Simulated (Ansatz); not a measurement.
An elastic tensor (GPa, Voigt order, standard axes) from r²SCAN (plane waves, PAW; program Ansatz):

```
 967   138  69.5   0.0   0.0   0.0
 138   967  69.5   0.0   0.0   0.0
69.5  69.5  1040   0.0   0.0   0.0
 0.0   0.0   0.0   361   0.0   0.0
 0.0   0.0   0.0   0.0   361   0.0
 0.0   0.0   0.0   0.0   0.0   415
```

Task: Pick the material that matches.
(A) SiC, P6_3mc (Pearson symbol hP16)
(B) Si, P6_3/mmc (Si on 4f, Si on 4e)
(C) BAs, NiAs type
(D) BN, P6_3mc (B on 2a, B on 2b, N on 2a, N on 2b)

Result: D, BN, P6_3mc (B on 2a, B on 2b, N on 2a, N on 2b)

The cell is a constructed one: a structure type filled with these elements. Its sites differ from those of the usual phase in this space group: another stacking or structure type. The cell was relaxed with r²SCAN under the symmetry of its start; phonons on a q-mesh show no instability.

Potentials: the later of the program's two PAW sets.
